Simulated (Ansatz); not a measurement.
Polymorphs of PtW, each relaxed with DFT-PBE in the program Ansatz with PAW potentials:

A: Cmcm
a = 2.7146 Å, b = 10.6225 Å, c = 4.3583 Å, α = β = γ = 90.00°

```
atom  site  symmetry       x       y       z
----  ----  --------  ------  ------  ------
W       4c       m2m  0.0000  0.3295  0.2500
Pt      4c       m2m  0.0000  0.0723  0.2500
```

B: rock salt (Fm-3m)
a = b = c = 5.2601 Å, α = β = γ = 90.00°

| atom | site | symmetry | x | y | z |
|---|---|---|---|---|---|
| Pt | 4a | m-3m | 0.0000 | 0.0000 | 0.0000 |
| W | 4b | m-3m | 0.5000 | 0.5000 | 0.5000 |

Question: Put the candidates in order of energy per atom at 0 K, lowest first, for PBE.

Answer: A (+0 meV/atom), B (+1025 meV/atom)

Typed or built starts, not in the databases checked: A; B. All cells were relaxed under the symmetry of their starts (and spin orders); stability against distortions was not tested throughout. Rows with no word on spin ran without spin polarisation. Scalar-relativistic: spin–orbit coupling is off unless named, which matters more the heavier the elements.

Energies hold the estimated change up to a 700 eV cutoff; steps of a few meV lie near the error of the meshes.

Potentials: the earlier of the program's two PAW sets.
